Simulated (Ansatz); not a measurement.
Values for one crystal, relaxed and computed with the program Ansatz at the PBEsol level (PAW); other levels are named.

* **Volume per atom**: 22.05 Å³
* **Band gap**: 0.92 eV (indirect)
* **Valence-band maximum**: off the standard path, at k = (-0.495, 0.000, 0.188)
* **Conduction-band minimum**: at Γ
* **Smallest direct gap on the standard path**: 1.18 eV
* **HSE06 gap on the PBEsol cell**: 1.49 eV
* **Formation energy from the elements (no fitted shifts)**: -0.093 eV/atom

Problem. Which compound is it?
A. Cs2NbF6, P-3m1 (Cs on 2d, Nb on 1a, F on 6i)
B. BaCSNCl, P2_1/m (Pearson symbol mP10)
C. MgTe, wurtzite
D. SbTeOs, P2_1/c (Sb on 4e, Te on 4e, Os on 4e)

Solution. D, SbTeOs, P2_1/c (Sb on 4e, Te on 4e, Os on 4e)

The workflow started from a Materials Project entry (that database holds measured and hypothetical structures alike); the Crystallography Open Database copy checked does not list it. Its standing as an ambient phase is unchecked. The PBEsol relaxation kept the symmetry of its start; whether a distortion lowers the energy is not shown. The run is not spin-polarised. The references are the lowest solids computed at this level, not always the standard phases. Spin–orbit coupling is left out wherever it is not named.

Potentials: the later of the program's two PAW sets.
